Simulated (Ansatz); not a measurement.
AgRh:
```yaml
crystal:
  lattice:
    - [2.70371, 0.00000, 0.00000]
    - [0.00000, 2.70371, 0.00000]
    - [0.00000, 0.00000, 4.21703]
  atoms:
    - { symbol: Rh, position: [0.00000, 0.00000, 0.00000] }
    - { symbol: Ag, position: [0.50000, 0.50000, 0.50000] }
```

Relaxed with r²SCAN.

**Question.** Give the Bader charges and basin volumes of the independent atoms, plane-wave PAW r²SCAN (Ansatz code).

**Answer.** 

```csv
atom,Bader charge (e),Bader volume (Å³)
Rh1,-0.09,15.9
Ag2,+0.09,14.9
```

Space group P4/mmm (L1₀ or tetragonal B2). The start of the workflow was typed in or built on a structure type; neither database checked (COD, Materials Project) lists it. Whether it is the stable phase at ambient conditions was not checked. The cell was relaxed with r²SCAN under the symmetry of its start; its stability against distortions is not shown here. The run is not spin-polarised. Its formation energy is positive at this level, so the cell may be metastable or incomplete.

Potentials: the earlier of the program's two PAW sets.
